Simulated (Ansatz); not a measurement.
TiP:
```yaml
crystal:
  lattice:
    - [3.07300, 0.00000, 0.00000]
    - [0.00000, 3.07300, 0.00000]
    - [0.00000, 0.00000, 3.07300]
  atoms:
    - { symbol: Ti, position: [0.00000, 0.00000, 0.00000] }
    - { symbol: P, position: [0.50000, 0.50000, 0.50000] }
```

Relaxed with r²SCAN. Special points in fractions of this cell's reciprocal vectors: Γ (0.000, 0.000, 0.000); X (0.000, 0.500, 0.000); M (0.500, 0.500, 0.000); R (0.500, 0.500, 0.500).

**Question.** List the band energies nearest the Fermi level at these points for DFT-r²SCAN in the program Ansatz with PAW potentials.

**Answer.** In eV from the Fermi level; about four levels below and three above (degenerate sets whole), none deeper than 8.9 eV; points with the same levels are listed once.

```csv
k,below,above
Γ,-1.58 -1.58,0.70 0.70 0.70
X,-7.26 -1.10 -1.10 -0.45,2.56 3.23 6.02 6.02
M,-4.73 -4.73 -1.44,0.93 0.93 2.86
R,-7.66 -5.39 -5.39 -5.39,3.34 3.34 3.36 3.36 3.36
```

Space group Pm-3m (CsCl type). A made-up cell: these elements were put on the sites of a structure type; neither database checked (COD, Materials Project) lists it. COD files the formula under space group No. 194. Its standing as an ambient phase is unchecked. Symmetry was held in the r²SCAN relaxation. At this level the phase is mechanically unstable. No spin polarisation was allowed.

Potentials: the earlier of the program's two PAW sets.
